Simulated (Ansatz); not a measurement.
## MoS₂: zone-centre modes

Level of theory: DFT PBE+D3(BJ), scalar-relativistic, plane waves, PAW (Ansatz). Settings: plane waves to 420 eV, k-mesh 12×12×4 (Γ-centred), Gaussian smearing 0.05 eV. No spin polarisation.

Zero of the scan (relaxed at this level):

```
Mo S
1.0
     3.14935    0.00000    0.00000
    -1.57468    2.72742    0.00000
     0.00000    0.00000   12.09075
Mo S
2 4
Cartesian
  0.0000 1.8183 3.0227
  1.5747 0.9091 9.0681
  0.0000 1.8183 7.5022
  1.5747 0.9091 1.4568
  0.0000 1.8183 10.6339
  1.5747 0.9091 4.5886
```

Harmonic modes by finite displacements of 0.02 Å, without the LO–TO term.

(1) At this geometry, is the structure stable against these modes?

(2) List the wavenumbers in cm⁻¹.

Results:

(1) Yes: no mode is imaginary beyond 10 cm⁻¹, and only the three translations lie near zero.

(2) 0, 0, 0, 36, 36, 62, 281, 281, 284, 284, 380, 380, 380, 380, 402, 410, 463, 469.

Cost: 1 run of about 2.3 core-minutes, on Intel Xeon Platinum 8259CL (Skylake/Cascade Lake) (shared hosts).